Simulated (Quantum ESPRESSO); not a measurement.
## SnIn2Ta4Cu (input and log of a self-consistent run)

Computed values, not a measurement. The program is pw.x of Quantum ESPRESSO 7.5 (plane-wave density functional theory). The cell is made up: eight metal atoms on a face-centred cubic lattice, with elements, volume, strain and displacements drawn at random and not relaxed, so it may be unstable or far from any real phase. PseudoDojo standard norm-conserving files set the functional (PBE unless stated); there is no spin polarisation or spin-orbit coupling, the Fermi-Dirac width of 0.25 eV means electrons at about 2900 K, and the masses in the input are unused placeholders. The copper pseudopotential is less sure than most, with forces differing by about three percent and pressure by about two GPa from a second method on plain copper. The tin pseudopotential is less sure than most, with forces differing by about three percent from a second method on plain tin. Heavy elements are run without spin-orbit coupling, which real alloys of them have. A spin test at this wide smearing found no moment, but such smearing suppresses magnetism that the real alloy may have.

Input:

```
&control calculation='scf', pseudo_dir='./dojo.nc.sr.pbe.v0_5.standard.upf', outdir='./o', disk_io='minimal', tprnfor=.true., tstress=.true. /
&system ibrav=0, nat=8, ntyp=4, nbnd=69, ecutwfc=92.02030273, nosym=.true., tot_charge=0,
 occupations='smearing', smearing='fd', degauss=0.0183746611
/
&electrons conv_thr=1.470e-08, electron_maxstep=70, mixing_beta=0.5 /
ATOMIC_SPECIES
Cu 1.0 Cu.upf
In 1.0 In.upf
Sn 1.0 Sn.upf
Ta 1.0 Ta.upf
CELL_PARAMETERS angstrom
0.0 -2.1672 -2.1672
-6.5016 -2.1672 0.0
-2.1672 4.3344 -6.5016
ATOMIC_POSITIONS angstrom
Sn 0.0412 0.0538 0.0649
In -2.2526 2.2557 -4.2333
In -2.2635 -0.0054 -2.0827
Ta -4.3375 2.4707 -6.4563
Ta -4.2487 -0.0367 -4.5419
Cu -4.2955 -2.0194 -2.1214
Ta -6.5277 -0.081 -6.5926
Ta -6.4904 -2.2279 -4.3636
K_POINTS automatic
8 4 3 1 1 1
```

The log is shortened where brackets say so; the opening notice, blank lines, dates and the lines on written files are dropped, and the path of the files is cut. It prints rydbergs, bohrs and kilobars, and counts compression as positive stress. Its total energy is the free energy E - TS of the whole cell.

```
     Program PWSCF v.7.5
     Parallel version (MPI & OpenMP), running on       4 processor cores
     Number of MPI processes:                 4
     Threads/MPI process:                     1
     [start-up lines left out]
     bravais-lattice index     =            0
     lattice parameter (alat)  =       5.7918  a.u.
     unit-cell volume          =    1099.0402 (a.u.)^3
     number of atoms/cell      =            8
     number of atomic types    =            4
     number of electrons       =       111.00
     number of Kohn-Sham states=           69
     kinetic-energy cutoff     =      92.0203  Ry
     charge density cutoff     =     368.0812  Ry
     scf convergence threshold =      1.5E-08
     mixing beta               =       0.5000
     number of iterations used =            8  plain     mixing
     Exchange-correlation= PBE
                           (   1   4   3   4   0   0   0)
     [axes and pseudopotential details left out]
   Cartesian axes
     site n.     atom                  positions (alat units)
         1        Sn     tau(   1) = (   0.0134426   0.0175537   0.0211754  )
         2        In     tau(   2) = (  -0.7349708   0.7359823  -1.3812270  )
         3        In     tau(   3) = (  -0.7385272  -0.0017619  -0.6795364  )
         4        Ta     tau(   4) = (  -1.4152250   0.8061317  -2.1065400  )
         5        Ta     tau(   5) = (  -1.3862517  -0.0119744  -1.4819160  )
         6        Cu     tau(   6) = (  -1.4015214  -0.6588831  -0.6921633  )
         7        Ta     tau(   7) = (  -2.1298362  -0.0264284  -2.1510115  )
         8        Ta     tau(   8) = (  -2.1176660  -0.7269118  -1.4237408  )
     number of k points=    48  Fermi-Dirac smearing, width (Ry)=  0.0184
                       cart. coord. in units 2pi/alat
        k(    1) = (  -0.0534013  -0.0165728  -0.0718155), wk =   0.0416667
        k(    2) = (   0.0055243  -0.1933495   0.1049612), wk =   0.0416667
     [further k points left out]
     Dense  grid:   131059 G-vectors     FFT dimensions: (  36,  80,  96)
     Estimated max dynamical RAM per process >     444.57 MB
     Estimated total dynamical RAM >       1.64 GB
     Initial potential from superposition of free atoms
     starting charge     110.9867, renormalised to     111.0000
     Starting wfcs are   77 randomized atomic wfcs
     total cpu time spent up to now is        6.8 secs
     per-process dynamical memory:   343.3 Mb
     Self-consistent Calculation
     iteration #  1     ecut=    92.02 Ry     beta= 0.50
     Davidson diagonalization with overlap
     ethr =  1.00E-02,  avg # of iterations =  2.4
     total cpu time spent up to now is       21.0 secs
     total energy              =   -1315.62661118 Ry
     estimated scf accuracy    <      11.06983608 Ry
     iteration #  2     ecut=    92.02 Ry     beta= 0.50
     Davidson diagonalization with overlap
     ethr =  9.97E-03,  avg # of iterations =  3.0
     total cpu time spent up to now is       37.1 secs
     total energy              =   -1317.67851455 Ry
     estimated scf accuracy    <      70.34307153 Ry
     iteration #  3     ecut=    92.02 Ry     beta= 0.50
     Davidson diagonalization with overlap
     ethr =  9.97E-03,  avg # of iterations =  4.3
     total cpu time spent up to now is       52.2 secs
     total energy              =   -1323.06568936 Ry
     estimated scf accuracy    <       8.53040218 Ry
     iteration #  4     ecut=    92.02 Ry     beta= 0.50
     Davidson diagonalization with overlap
     ethr =  7.69E-03,  avg # of iterations =  2.0
     total cpu time spent up to now is       64.6 secs
     total energy              =   -1323.52415596 Ry
     estimated scf accuracy    <       3.96854553 Ry
     iteration #  5     ecut=    92.02 Ry     beta= 0.50
     Davidson diagonalization with overlap
     ethr =  3.58E-03,  avg # of iterations =  1.0
     total cpu time spent up to now is       75.7 secs
     total energy              =   -1323.52505192 Ry
     estimated scf accuracy    <       2.12081243 Ry
     [iterations 6 to 16 left out]
     iteration # 17     ecut=    92.02 Ry     beta= 0.50
     Davidson diagonalization with overlap
     ethr =  6.37E-09,  avg # of iterations =  1.0
     total cpu time spent up to now is      235.1 secs
     total energy              =   -1323.26310443 Ry
     estimated scf accuracy    <       0.00000050 Ry
     iteration # 18     ecut=    92.02 Ry     beta= 0.50
     Davidson diagonalization with overlap
     ethr =  4.50E-10,  avg # of iterations =  2.1
     total cpu time spent up to now is      248.4 secs
     total energy              =   -1323.26310447 Ry
     estimated scf accuracy    <       0.00000019 Ry
     iteration # 19     ecut=    92.02 Ry     beta= 0.50
     Davidson diagonalization with overlap
     ethr =  1.68E-10,  avg # of iterations =  2.2
     total cpu time spent up to now is      261.3 secs
     total energy              =   -1323.26310448 Ry
     estimated scf accuracy    <       0.00000026 Ry
     iteration # 20     ecut=    92.02 Ry     beta= 0.50
     Davidson diagonalization with overlap
     ethr =  1.68E-10,  avg # of iterations =  2.0
     total cpu time spent up to now is      273.4 secs
     total energy              =   -1323.26310450 Ry
     estimated scf accuracy    <       0.00000002 Ry
     iteration # 21     ecut=    92.02 Ry     beta= 0.50
     Davidson diagonalization with overlap
     ethr =  1.93E-11,  avg # of iterations =  2.5
     total cpu time spent up to now is      286.7 secs
     End of self-consistent calculation
     [lines on levels left out]
!    total energy              =   -1323.26310451 Ry
     estimated scf accuracy    <          5.5E-10 Ry
     smearing contrib. (-TS)   =      -0.10744530 Ry
     internal energy E=F+TS    =   -1323.15565921 Ry
     The total energy is F=E-TS. E is the sum of the following terms:
     one-electron contribution =    -474.19914303 Ry
     hartree contribution      =     301.20337366 Ry
     xc contribution           =    -288.91091929 Ry
     ewald contribution        =    -861.24897055 Ry
     convergence has been achieved in  21 iterations
     Forces acting on atoms (cartesian axes, Ry/au):
     atom    1 type  3   force =     0.03168809    0.01321767   -0.01508372
     atom    2 type  2   force =     0.04135130   -0.00882505   -0.03203588
     atom    3 type  2   force =    -0.01678970    0.00895933   -0.03052754
     atom    4 type  4   force =    -0.04261095   -0.05431096    0.05727752
     atom    5 type  4   force =    -0.09560075    0.00352718    0.02970242
     atom    6 type  1   force =    -0.00204603   -0.00205075   -0.00252739
     atom    7 type  4   force =     0.05108784    0.01027365    0.01359607
     atom    8 type  4   force =     0.03292020    0.02920893   -0.02040148
     Total force =     0.169891     Total SCF correction =     0.000082
     Computing stress (Cartesian axis) and pressure
          total   stress  (Ry/bohr**3)                   (kbar)     P=      -56.17
  -0.00025857  -0.00008463   0.00003898          -38.04      -12.45        5.73
  -0.00008463  -0.00043526  -0.00007809          -12.45      -64.03      -11.49
   0.00003898  -0.00007809  -0.00045159            5.73      -11.49      -66.43
     init_run     :      6.34s CPU      6.62s WALL (       1 calls)
     electrons    :    272.90s CPU    279.96s WALL (       1 calls)
     forces       :      2.59s CPU      2.62s WALL (       1 calls)
     stress       :      8.72s CPU      8.97s WALL (       1 calls)
     [timing details left out]
     PWSCF        :   4m50.72s CPU   4m58.41s WALL
     JOB DONE.
```

In other units: free energy -18003.912 eV for the cell, pressure -5.62 GPa, largest force component 2.458 eV/Å in size. The run took 300 s of wall time with four MPI processes on a shared machine (Intel Xeon, 2023 or later, virtual cores), so the time is rough. A rerun of this cell at a higher cutoff and on a denser mesh moved values by no more than 0.002 eV in energy, 0.08 GPa in stress and 0.008 eV/Å in force, and a second program with other atomic files agreed on that cell to 2 % rms in force and 0.5 GPa in pressure.